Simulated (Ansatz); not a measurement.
## Stationary points along a deformation path in TiSi2

Computed with DFT PBEsol, scalar-relativistic, plane waves, PAW in Ansatz 0.2.0. Settings: plane waves to 420 eV, k-mesh 24×24×24 (Γ-centred), Gaussian smearing 0.15 eV. No spin polarisation. Energies are free energies at this smearing, counted from the undisturbed cell; pressure is positive in compression.

The undisturbed cell (relaxed at this level; this form isn't the usual structure):

```
Ti Si
1.0
    -1.46704    1.69434    4.16747
     1.46704   -1.69434    4.16747
     1.46704    1.69434   -4.16747
Ti Si
1 2
Direct
  0.00000 0.00000 0.00000
  0.33038 0.33038 0.00000
  0.66962 0.66962 0.00000
```

At fixed volume and fractional coordinates, lengths along (0.000, 0.000, 1.000) are scaled against those across it; ρ is that ratio over its starting value. V = 13.812 Å³/atom. Δσ is the stress along the axis less the mean stress across it (compression positive).

| ρ | ΔE (meV/atom) | Δσ (GPa) | space group |
| --- | --- | --- | --- |
| 0.850 | 166.3 | 35.48 | Immm |
| 0.920 | 42.5 | 18.21 | Immm |
| 0.960 | 9.9 | 8.56 | Immm |
| 1.000 | 0.0 | 0.00 | Immm |
| 1.050 | 13.0 | -9.02 | Immm |
| 1.100 | 46.9 | -16.04 | Immm |
| 1.200 | 151.4 | -24.89 | Immm |

**Question.** How does the stress give the slope of the energy, and where is the energy stationary?

**Answer.** Along the path d ln(length) is 2/3 d ln ρ on the axis and −1/3 d ln ρ across it, so dE/d ln ρ = −(2/3) V Δσ: the energy falls with ρ where Δσ is positive. Δσ vanishes or changes sign at ρ = 1.000 (Immm), a minimum at 0.0 meV/atom. Pairs of stationary points between two samples would go unseen, and could change a minimum read from distant neighbours into a maximum.

**Question.** Integrate that slope from ρ = 1 to 0.850 by the trapezoid rule.

**Answer.** With V/N in Å³ and 1 eV/Å³ = 160.2 GPa the slopes at ρ = 1.000, 0.960, 0.920, 0.850 are 0, -492, -1047, -2039 meV/atom per unit of ln ρ. The steps add 10.0 + 32.7 + 122.1 = 164.9 meV/atom, against 166.3 from the energies; the trapezoid rule misses the curvature of the slope within each step.

Forces appear on the atoms along this scan, and letting them relax would lower the energy and soften the response. In a metal these slopes depend on the k mesh and the smearing.

Cost: 7 runs of about 9.2 core-minutes in all, on Arm Neoverse V1 (shared hosts).